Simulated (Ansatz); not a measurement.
## Structure relaxation, TaAs

The start is a generated cell, TaAs built in the FeB structure type. The structure is fully relaxed (lattice and positions, P = 0) with PBEsol (plane waves to 420 eV, PAW, scalar-relativistic; Ansatz, a first-principles code). The first steps use a coarse 3×6×4 k-mesh.

Starting cell:
```
TaAs
1.0
    7.98482     0.00000     0.00000
    0.00000     4.28100     0.00000
    0.00000     0.00000     5.88928
Ta As
4 4
Cartesian
  1.43727   1.07025   0.73616
  2.55514   3.21075   3.68080
  6.54755   3.21075   5.15312
  5.42968   1.07025   2.20848
  0.28745   1.07025   3.59246
  3.70496   3.21075   0.64782
  7.69737   3.21075   2.29682
  4.27987   1.07025   5.24146
```

Initial pressure: -24 GPa (negative: the cell is under tension)
Outcome: The space group stays Pnma (No. 62) (the run could not lower it), with 8 atoms in the primitive cell
Energy released: 1.72 eV/atom
Volume change: -34.5 %, from 25.16 to 16.48 Å³/atom
Shortest distances (start → end): The closest pairs of elements (up to four, under 3.6 Å), start → end: As–Ta 3.08 → 2.55 Å; As–As 2.57 → 2.84 Å; Ta–Ta 3.81 → 3.12 Å
Band gap at the end: zero (metallic)
Optimiser moves: 23

The end point of the relaxation:

```cif
data_As4Ta4
_chemical_formula_sum 'Ta4 As4'
_space_group_name_H-M_alt 'Pnma'
_space_group_IT_number 62
_space_group_name_Hall '-P 2ac 2n'
_cell_length_a 5.99966
_cell_length_b 4.52405
_cell_length_c 4.85598
_cell_angle_alpha 90.000
_cell_angle_beta 90.000
_cell_angle_gamma 90.000
loop_
_atom_site_label
_atom_site_type_symbol
_atom_site_symmetry_multiplicity
_atom_site_Wyckoff_symbol
_atom_site_fract_x
_atom_site_fract_y
_atom_site_fract_z
_atom_site_occupancy
Ta1 Ta 4 c 0.31305 0.25000 0.33805 1
As1 As 4 c 0.03778 0.75000 0.32931 1
```

Final values are on a 8×10×10 k-mesh of the relaxed cell. No spin polarisation in the result.

The run could not lose the symmetry of its start: the end is stationary, and may be a saddle point rather than a minimum.

The relaxed structure here is a generated cell of TaAs: the first start was made by placing the elements on the sites of a structure type, and the end was not matched to a known phase here, so it may be hypothetical. Known forms of TaAs include space group No. 109.
